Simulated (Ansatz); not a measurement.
C in space group Fd-3m (No. 227; C on 8b, C on 32e), plane-wave PAW r²SCAN (Ansatz code). The conduction-band minimum lies on the K–Γ line, 11 % of the way from K, with 12 equivalent valleys. Second derivatives d²E/dk² of the lowest band at one valley (eV·Å²), along Cartesian directions:

```tsv
direction	d²E/dk²
[100]	0.8030
[010]	4.467
[001]	4.467
[110]	2.631
[101]	2.631
[011]	2.527
```

### Question
Find the principal effective masses, the density-of-states mass and the conductivity mass.

### Answer
Off-diagonal terms follow from H_xy = H[110] − (H_xx + H_yy)/2, and m*/mₑ = 7.620 eV·Å² over each eigenvalue: 1.2, 3.0, 9.5. One valley's DOS mass (m₁m₂m₃)^(1/3) = 3.2, conductivity mass 3/(Σ 1/mᵢ) = 2.3 mₑ.

### Question
What effective density of states Nc follows at 300 K for parabolic valleys?

### Answer
Nc = 2.509e19 × 12 × (3.2)^(3/2) ≈ 1.7e21 cm⁻³.

The start of the workflow was typed in or built on a structure type. Its sites differ from those of the usual phase in this space group: another stacking or structure type. The cell was relaxed with r²SCAN under the symmetry of its start; whether a distortion lowers the energy is not shown.

Potentials: the later of the program's two PAW sets.

Edges and masses are those of Kohn–Sham bands, whose gap is no quasiparticle gap.
